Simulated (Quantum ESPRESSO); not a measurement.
**Ca$_{4}$ClF$_{7}$ (changed cell): magnetic shieldings**

```yaml
crystal:
  lattice:
    - [5.70202, 0.00000, 0.00000]
    - [0.00000, 5.70202, 0.00000]
    - [0.00000, 0.00000, 5.70202]
  atoms:
    - { symbol: Ca, position: [0.98710, 0.98710, 0.01290] }
    - { symbol: Cl, position: [0.25000, 0.25000, 0.75000] }
    - { symbol: F, position: [0.25000, 0.75000, 0.75000] }
    - { symbol: Ca, position: [0.98710, 0.51290, 0.48710] }
    - { symbol: F, position: [0.25000, 0.75000, 0.25000] }
    - { symbol: F, position: [0.25000, 0.25000, 0.25000] }
    - { symbol: Ca, position: [0.51290, 0.98710, 0.48710] }
    - { symbol: F, position: [0.75000, 0.25000, 0.25000] }
    - { symbol: F, position: [0.75000, 0.75000, 0.25000] }
    - { symbol: Ca, position: [0.51290, 0.51290, 0.01290] }
    - { symbol: F, position: [0.75000, 0.75000, 0.75000] }
    - { symbol: F, position: [0.75000, 0.25000, 0.75000] }
```
The cell was made here from a computed Materials Project entry: one of 8 F replaced by Cl, cell and atoms relaxed (PBE without dispersion, pw.x of a modified build of Quantum ESPRESSO, symmetry kept). The parent is CaF2 in Fm-3m. The swapped cell is a model, not a known phase. Stability against distortions was not tested.

Computed: shieldings by PBE GIPAW on JTH datasets (Quantum ESPRESSO), 25 Ha, k-mesh 3×3×3 shifted, f-sum rule met within 0.009 %.

| site | site symmetry | σ_iso (ppm) | span Ω (ppm) |
|---|---|---|---|
| Ca (atoms 1, 4, 7, 10) | 3m | 1128 | 57 |
| Cl (atom 2) | -43m | 674 | 0 |
| F1 (atoms 3, 6, 12) | -42m | 208 | 44 |
| F2 (atoms 5, 8, 11) | -42m | 223 | 7 |
| F3 (atom 9) | -43m | 209 | 0 |

Ω = σ33 − σ11 of the symmetric part; where symmetry doesn't make it nil, it is less certain than σ_iso.

σ is an absolute shielding without the bulk-susceptibility term: within one crystal shift differences are minus those of σ, between compounds the missing term differs by several ppm. By our sweeps, such settings leave a few ppm in absolute σ. No d partial waves on Cl: the paramagnetic term there is incompletely reconstructed. PBE places the empty d or f states of Ca too low, which is known to distort σ on and beside such ions.
